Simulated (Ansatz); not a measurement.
A scan (energy against volume; even scaling of the relaxed cell, symmetry kept) gave these values. All values below come from PBEsol (plane waves to 420 eV, PAW, scalar-relativistic; Ansatz, a first-principles code).

The bulk modulus B₀ (third-order Birch-Murnaghan fit) is 119 GPa, the pressure derivative B₀′ (fit) is 5.6 and the equilibrium volume of the fit comes out as 16.66 Å³/atom.

Problem. Of these crystals, all scanned alike, which one is it?
(A) CsSnI₃ (cubic perovskite)
(B) GaSb (zinc blende)
(C) Ag (fcc, Cu type)
(D) MgO (rock salt)

Solution. C, Ag (fcc, Cu type). The others have, for the bulk modulus: CsSnI3 18.1 GPa, MgO 157 GPa, GaSb 51.6 GPa

All were relaxed with their symmetry unable to fall. At this level the bands of GaSb touch or barely overlap; measurements give the solid a gap. Spin-orbit coupling is left out. This is a high-temperature form of CsSnI3.

(Under strain, the slope of the energy per volume gives the stress and its curvature an elastic modulus.)
